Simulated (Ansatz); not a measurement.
Input:

AgZr$_{4}$S$_{8}$:
```yaml
crystal:
  lattice:
    - [7.21831, 0.00000, 0.00000]
    - [-3.60915, 6.25124, 0.00000]
    - [0.00000, 0.00000, 6.19993]
  atoms:
    - { symbol: S, position: [0.33761, 0.16880, 0.75749] }
    - { symbol: S, position: [0.33333, 0.66667, 0.75921] }
    - { symbol: S, position: [0.83120, 0.16880, 0.75749] }
    - { symbol: S, position: [0.83120, 0.66239, 0.75749] }
    - { symbol: Zr, position: [0.00000, 0.00000, 0.00000] }
    - { symbol: Zr, position: [0.00000, 0.50000, 0.00000] }
    - { symbol: Zr, position: [0.50000, 0.00000, 0.00000] }
    - { symbol: Zr, position: [0.50000, 0.50000, 0.00000] }
    - { symbol: S, position: [0.16880, 0.33761, 0.24251] }
    - { symbol: S, position: [0.16880, 0.83120, 0.24251] }
    - { symbol: S, position: [0.66667, 0.33333, 0.24079] }
    - { symbol: S, position: [0.66239, 0.83120, 0.24251] }
    - { symbol: Ag, position: [0.00000, 0.00000, 0.50000] }
```

This is the PBE+D3(BJ)-relaxed structure.

**Question.** All from DFT-PBE+D3(BJ) in the program Ansatz with PAW potentials, unless another level is named. Estimate the highest zone-centre frequency.

**Answer.** 342 cm⁻¹.

**Question.** Next, the bulk modulus (Birch–Murnaghan fit)?

**Answer.** 43.4 GPa.

Space group P-3m1. The cell is a constructed one: a structure type filled with these elements; neither database checked (COD, Materials Project) lists it. Whether it is the stable phase at ambient conditions was not checked. The PBE+D3(BJ) relaxation kept the symmetry of its start; its stability against distortions is not shown here. The run is not spin-polarised. With an odd number of electrons in the cell and no spin polarisation, the count alone makes it a metal. As this level gives no gap, phonon frequencies hold no LO–TO term and depend on the k-mesh and smearing (Fermi–Dirac, 0.1 eV here).

Potentials: the later of the program's two PAW sets.
